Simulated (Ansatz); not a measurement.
How the vibrations of ZrSc change with volume

The calculation used Ansatz 0.2.0, DFT LDA, scalar-relativistic, plane waves, PAW. Settings: 420 eV plane-wave cutoff, Γ-centred 15×15×8 mesh, Fermi-Dirac smearing of 0.15 eV. No spin polarisation. Phonons by linear response, acoustic sum rule imposed.

Relaxed structure:
```yaml
crystal:
  lattice:
    - [3.17328, 0.00000, 0.00000]
    - [-1.58664, 2.74814, 0.00000]
    - [0.00000, 0.00000, 5.05286]
  atoms:
    - { symbol: Zr, position: [0.66667, 0.33333, 0.00000] }
    - { symbol: Sc, position: [0.00000, 0.00000, 0.50000] }
```

In a metal, frequencies depend on the k mesh and the smearing, soft modes most.

Cells at 0.98 and 1.02 times the equilibrium volume were relaxed in shape and atoms; γ = −d ln ν / d ln V, modes matched by rank.

Question: Give the optical frequencies at Γ (cm⁻¹) at the three volumes and the mode Grüneisen parameters.

Answer:
```
0.98 V    V  1.02 V      γ  degeneracy
   102  103     104  -0.40           2
   178  170     162   2.28           1
```

Question: What pressures hold the two strained cells, and what bulk modulus follows?

Answer: 1.69 GPa at 0.98 V and -1.56 GPa at 1.02 V, so B = −dP/d ln V ≈ 81 GPa.